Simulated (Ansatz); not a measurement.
Ti₄SnS₈ in space group P-3m1 (No. 164; Pearson symbol hP13) under volume change, plane-wave PAW r²SCAN (Ansatz code), shape and atoms relaxed at each volume.

| V (Å³/atom) | E − E(relaxed) (meV/atom) | P (GPa) |
|---|---|---|
| 19.988 | … | … |
| 20.647 | … | … |
| 21.306 | 2.8 | 1.39 |
| 21.965 | 0.0 | 0.00 |
| 22.624 | 2.5 | -1.20 |
| 23.282 | 9.6 | -2.22 |
| 23.941 | 20.5 | -3.07 |

### Question
What belongs in the gaps?

### Answer

- 20.647, E − E(relaxed) (meV/atom): 11.7
- 20.647, P (GPa): 2.99
- 19.988, E − E(relaxed) (meV/atom): 27.7
- 19.988, P (GPa): 4.79

### Question
What does a third-order Birch–Murnaghan fit give for V₀, B₀ and B′?

### Answer
V₀ = 21.97 Å³/atom, B₀ = 42.4 GPa, B′ = 3.8.

The start of the workflow was typed in or built on a structure type; neither database checked (COD, Materials Project) lists it. Its standing as an ambient phase is unchecked. The cell was relaxed with r²SCAN under the symmetry of its start; whether a distortion lowers the energy is not shown. The workflow began spin-polarised and lost its moments. Scalar-relativistic: spin–orbit coupling is off unless named, which matters more the heavier the elements.

Potentials: the earlier of the program's two PAW sets.
